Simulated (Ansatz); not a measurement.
A generated cell, not matched to a known phase here, of Bi₂Se₃: P-3m1 (No. 164), hP5; a = 4.1615 Å, b = 4.1615 Å, c = 10.2367 Å, α = 90.00°, β = 90.00°, γ = 120.00°; Se 1a (0.000, 0.000, 0.000); Se 2d (0.667, 0.333, 0.341); Bi 2d (0.333, 0.667, 0.190). Level of theory: r2SCAN (plane waves to 500 eV, PAW, scalar-relativistic; Ansatz, a program for electronic structure). Element references, the lowest calculated here: Se (P3₁21), Bi (R-3m).

Task: Estimate the formation energy of this P-3m1 form of Bi2Se3 from the elements that r2SCAN returns for this input.

Result: -0.43 eV/atom.

A lower structure of this composition may exist. Known forms of Bi2Se3 include space group No. 166.

Static energies, no anion corrections, no zero-point energy. Values are rounded to 0.01 eV/atom. Not shown to be the ambient phase of their composition (a lower form may be missing, and a cell relaxed within its start's symmetry can be a saddle point): Bi2Se3 (P-3m1). Spin-orbit coupling is missing from these energies, which matters for elements this heavy. The compounds carry no spin polarisation.
